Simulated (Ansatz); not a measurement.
## Cs2B3, before and after

A trial structure of Cs2B3 was built thus: random cell by space group and Wyckoff sites (P6/mmm, No. 191). The dimensions are guesses.

POSCAR.start

```
Cs B
1.0
     5.58825    0.00000    0.00000
    -2.79413    4.83957    0.00000
     0.00000    0.00000    4.17365
Cs B
2 3
Direct
  0.33333 0.66667 0.00000
  0.66667 0.33333 0.00000
  0.00000 0.00000 0.75367
  0.00000 0.00000 0.24633
  0.00000 0.00000 0.50000
```

The calculation used DFT PBE, scalar-relativistic, plane waves, PAW in Ansatz. Cutoff 420 eV, Gaussian smearing, Γ-centred meshes. Cell and atoms relax first on a coarse mesh and then on a finer one. In between, the cell is made exact in the group found at 0.06 Å. In metals the finer mesh still leaves noise of several meV/atom or more. The steps can't lower the symmetry of their start. No spin polarisation.

POSCAR.end

```
Cs B
1.0
     6.19626    0.00000    0.00000
    -3.09813    5.36612    0.00000
     0.00000    0.00000    4.67710
Cs B
2 3
Direct
  0.33333 0.66667 0.00000
  0.66667 0.33333 0.00000
  0.00000 0.00000 0.83387
  0.00000 0.00000 0.16613
  0.00000 0.00000 0.50000
```

The symmetry stays P6/mmm (No. 191). The volume per atom grows by 37.8 %, from 22.6 to 31.1 Å³. The shortest distance goes from 1.06 Å (B–B) to 1.55 Å (B–B). The energy falls by about 3.4 eV/atom (the start's value is from the coarse mesh).

```yaml
Volume_per_atom: 31.10 Å³
Density: 3.18 g/cm³
Formation_energy: +0.31 eV/atom
Gap_on_the_9×9×8_mesh_of_the_5-atom_cell: 0 eV (a metal)
```

Formation energies are uncorrected and refer to the elements' standard structures at the same level. A positive value: parting into the elements would lower its energy.

The last run used Gaussian smearing of 0.10 eV. The cell is a metal run without spin; a magnetic state may lie lower. A structure relaxed within its symmetry needn't be a true minimum. In all, the 4 runs took 89 s on 1 thread of Arm Neoverse V2, with other jobs on the host.
